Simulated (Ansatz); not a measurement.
C (diamond, space group No. 227), plane-wave PAW r²SCAN (Ansatz code). The conduction-band minimum lies on the Γ–X line, 72 % of the way from Γ, with 6 equivalent valleys. Second derivatives d²E/dk² of the lowest band at one valley (eV·Å²), along Cartesian directions:

| direction | d²E/dk² |
|---|---|
| [100] | 4.880 |
| [010] | 27.69 |
| [001] | 27.69 |
| [110] | 16.29 |
| [101] | 16.29 |
| [011] | 27.67 |

Problem. Find the principal effective masses, the density-of-states mass and the conductivity mass.

Solution. Off-diagonal terms follow from H_xy = H[110] − (H_xx + H_yy)/2, and m*/mₑ = 7.620 eV·Å² over each eigenvalue: 0.27, 0.28, 1.6. One valley's DOS mass (m₁m₂m₃)^(1/3) = 0.49, conductivity mass 3/(Σ 1/mᵢ) = 0.38 mₑ.

Problem. What effective density of states Nc follows at 300 K for parabolic valleys?

Solution. Nc = 2.509e19 × 6 × (0.49)^(3/2) ≈ 5.2e19 cm⁻³.

Space group Fd-3m (diamond). Symmetry was held in the r²SCAN relaxation.

Potentials: the earlier of the program's two PAW sets.

Edges and masses are those of Kohn–Sham bands, whose gap is no quasiparticle gap.
